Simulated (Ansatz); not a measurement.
# Structure relaxation, BP

The start is a relaxed BP cell with every coordinate shifted by Gaussian noise of σ = 0.2 Å. The cell and all atomic positions are relaxed at zero pressure with PBE (plane waves to 420 eV, PAW, scalar-relativistic; Ansatz, a quantum-chemistry and plane-wave program). The first steps use a coarse 9×9×9 k-mesh.

Initial structure:
```
BP
1.0
    0.00000     2.27424     2.27424
    2.27424     0.00000     2.27424
    2.27424     2.27424     0.00000
P B
1 1
Direct
  0.85546   0.60597   0.74577
  0.07051   0.94446   0.98664
```

| Property | Result |
|---|---|
| Initial pressure | +6.6 GPa (positive: the cell is compressed) |
| Energy released | 0.33 eV/atom |
| Relative to the parent | It returns to the parent structure, F-43m (No. 216) |
| Shortest distances (start → end) | The closest pairs of elements (up to four, under 3.6 Å), start → end: B–P 1.74 → 1.97 Å; B–B 3.22 → 3.22 Å; P–P 3.22 → 3.22 Å |
| Band gap at the end | 1.25 eV, indirect (valence top at Γ, conduction bottom at 83 % of the way from Γ to X) (no spin-orbit coupling) |
| Optimiser moves | 4 |

Final values are on a 12×12×12 k-mesh of the relaxed cell. No spin polarisation in the result.
